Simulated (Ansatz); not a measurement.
TePb (rock salt, space group No. 225), the program Ansatz at the PBE level (PAW). The conduction-band minimum lies at L, with 4 equivalent valleys. Second derivatives d²E/dk² of the lowest band at one valley (eV·Å²), along Cartesian directions:

| direction | d²E/dk² |
|---|---|
| [100] | 55.99 |
| [010] | 55.99 |
| [001] | 55.99 |
| [110] | 40.56 |
| [101] | 72.30 |
| [011] | 72.30 |

Find the principal effective masses, the density-of-states mass and the conductivity mass.

Off-diagonal terms follow from H_xy = H[110] − (H_xx + H_yy)/2, and m*/mₑ = 7.620 eV·Å² over each eigenvalue: 0.10, 0.11, 0.32. One valley's DOS mass (m₁m₂m₃)^(1/3) = 0.15, conductivity mass 3/(Σ 1/mᵢ) = 0.14 mₑ.

What effective density of states Nc follows at 300 K for parabolic valleys?

Nc = 2.509e19 × 4 × (0.15)^(3/2) ≈ 5.8e18 cm⁻³.

Space group Fm-3m (rock salt). The cell was relaxed with PBE under the symmetry of its start; of distortions, only those at the zone centre were tested. Spin–orbit coupling is left out wherever it is not named.

Potentials: the later of the program's two PAW sets.

Edges and masses are those of Kohn–Sham bands, whose gap is no quasiparticle gap.
